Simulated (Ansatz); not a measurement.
Computed properties of Cu3Pd

```xyz
4
Lattice="3.6970 0.0000 0.0000 0.0000 3.6970 0.0000 0.0000 0.0000 3.6590" Properties=species:S:1:pos:R:3 pbc="T T T"
Cu    0.0000    1.8485    1.8295
Cu    1.8485    0.0000    1.8295
Cu    1.8485    1.8485    0.0000
Pd    0.0000    0.0000    0.0000
```

Atom numbers follow the list: Cu1, Cu2, Cu3, Pd4.

The geometry is COD entry 1525112, unchecked; take it as a test cell.

Spin polarisation is left out, and whether a magnetic state lies lower isn't shown here.

Methods: DFT, PBEsol, all-electron LAPW, scalar-relativistic (Ansatz 0.2.0); DFT, PBEsol, PAW with Ansatz's default frozen-core files, scalar-relativistic (Ansatz 0.2.0).

For LAPW: a Γ-centred 11×11×11 k mesh, Fermi–Dirac smearing of 0.05 eV, basis error target 1 meV/atom, no spin polarisation. PAW takes a cutoff of 420 eV at this cell (files made with PBE, cores remade for this functional). The Ansatz runs share mesh, smearing and spin set-up. Values come from LAPW unless marked.

| Item | Value |
| --- | --- |
| Löwdin charges (with 0.73 e of the cell spilling out of the atomic basis, so their sizes and signs hang on that basis) | Cu1 0.08, Cu3 0.09, Pd4 0.49 e |
| Volume per atom | 84.4 bohr³ |

(1) Predict this quantity. Bader charges (from the PAW run).

(2) Predict this quantity. Band gap.

(3) Give the computed value. Density of states at the Fermi level (0.2 eV bin).

(4) Stress xx, yy, zz (compression positive): what does the calculation give?

(5) Give the computed value. Pressure at this cell.

Answers

(1) Cu1 +0.12, Cu3 +0.12, Pd4 -0.37 e.

(2) none: with an odd electron count and no spin polarisation the bands can't all be full, a metal in this set-up (spin order or a larger cell could open a gap).

(3) 1.99 states/eV per cell.

(4) -4.22, -4.22, -3.62 GPa.

(5) -4.02 GPa.
